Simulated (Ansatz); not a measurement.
Consider the following.

CaS:
```xyz
2
Lattice="0.0000 2.7820 2.7820 2.7820 0.0000 2.7820 2.7820 2.7820 0.0000" Properties=species:S:1:pos:R:3 pbc="T T T"
Ca     0.0000     0.0000     0.0000
S      2.7820     2.7820     2.7820
```

This is the LDA-relaxed structure.

Problem. All from the program Ansatz at the LDA level (PAW), unless another level is named. Estimate the hole effective mass, band 3 of 3 at the edge.

Solution. 0.21 along [100], 0.24 along [110], 0.25 along [111] (mₑ).

Problem. And the electron effective mass?

Solution. 0.28, 0.28, 1.4 mₑ (principal values).

Problem. Predict the weight of the valence-edge state by species (Voronoi cells).

Solution. S 92 %, Ca 8 %.

Problem. Next, the conduction-band minimum?

Solution. at X (3 equivalent valleys).

Space group Fm-3m (rock salt). Symmetry was held in the LDA relaxation; phonons on a q-mesh show no instability.

Potentials: the later of the program's two PAW sets.

Edges and masses are those of Kohn–Sham bands, whose gap is no quasiparticle gap.
